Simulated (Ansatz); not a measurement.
Consider the following.

LiF:
Space group Fm-3m (No. 225); a = b = c = 3.908 Å, α = β = γ = 90.00°

```csv
atom,site,symmetry,x,y,z
Li,4a,m-3m,0.0000,0.0000,0.0000
F,4b,m-3m,0.5000,0.5000,0.5000
```
(The calculation used a cell of 2 atoms; values per cell refer to that cell.)

This is the LDA-relaxed structure.

Task: All from the program Ansatz at the LDA level (PAW), unless another level is named. Give the Hill bulk and shear moduli.

Result: 86.9 and 62.4 GPa.

Task: What about the vibrational entropy at 300 K?

Result: 16.5 J/(K·mol of atoms).

Task: Predict the highest zone-centre frequency (without LO–TO term).

Result: 339 cm⁻¹.

Task: Predict the zero-point energy.

Result: 64.6 meV/atom.

Symmetry was held in the LDA relaxation.

Potentials: the earlier of the program's two PAW sets. The files were generated under PBE; for other functionals the program regenerates the frozen cores, and for LDA and PBEsol the local potential too.
